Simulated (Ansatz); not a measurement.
Total density of states per atom from DFT-LDA in the program Ansatz with PAW potentials, in 0.25 eV bins, energy from the Fermi level:

```
E (eV) | states/eV/atom
    -7.85 |  0.00
    -7.60 |  0.00
    -7.35 |  0.00
    -7.10 |  0.00
    -6.85 |  0.00
    -6.60 |  0.00
    -6.35 | # 0.02
    -6.10 | ####### 0.31
    -5.85 | ######### 0.38
    -5.60 | ############# 0.57
    -5.35 | ################## 0.80
    -5.10 | ######################## 1.03
    -4.85 | ################# 0.73
    -4.60 | ############ 0.52
    -4.35 | ############# 0.58
    -4.10 | ################# 0.73
    -3.85 | ################## 0.77
    -3.60 | ################### 0.82
    -3.35 | #################### 0.86
    -3.10 | ###################### 0.96
    -2.85 | ################### 0.84
    -2.60 | ###################### 0.95
    -2.35 | ######################## 1.05
    -2.10 | ############################## 1.31
    -1.85 | ######################## 1.04
    -1.60 | ####################### 1.00
    -1.35 | ###################### 0.97
    -1.10 | ##################### 0.94
    -0.85 | ############## 0.60
    -0.60 | ######## 0.36
    -0.35 | ###### 0.28
    -0.10 | ###### 0.26
     0.15 | ############ 0.51
     0.40 | ########## 0.44
     0.65 | ########## 0.44
     0.90 | ##################### 0.90
     1.15 | ################# 0.76
     1.40 | #################### 0.85
     1.65 | ######################## 1.04
     1.90 | ################# 0.75
     2.15 | ################### 0.82
     2.40 | ##################### 0.91
     2.65 | ############ 0.51
     2.90 | ############### 0.66
     3.15 | ################ 0.68
     3.40 | ##################### 0.93
     3.65 | ######### 0.38
     3.90 | # 0.05
     4.15 | # 0.03
     4.40 | ### 0.13
     4.65 | ######## 0.33
```

Task: Which compound is it?
(A) Te2Mo, P2_1/m (Pearson symbol mP12)
(B) Te2W, Pmn2_1 (Pearson symbol oP12)
(C) Ga, P2_1/m (Ga on 2e)
(D) MoS2, R3m (Mo on 3a, S on 3a, S on 3a)

Result: A, Te2Mo, P2_1/m (Pearson symbol mP12). Within 0.5 eV of the Fermi level: Mo 4d 49 %, Te 5p 45 %. Projections are on Löwdin-orthogonalised atomic valence shells; empty p or d shells of many metals are not among them.

The workflow started from an entry of the Crystallography Open Database (COD), which files this formula under 2 space groups. It is not the phase usual at ambient conditions (space group No. 194). Symmetry was held in the LDA relaxation; whether a distortion lowers the energy is not shown. No spin polarisation was allowed. A crystal of weakly bound layers computed without a dispersion correction: the cell and the soft elastic constants depend strongly on that. Spin–orbit coupling is left out wherever it is not named.

Potentials: the earlier of the program's two PAW sets.
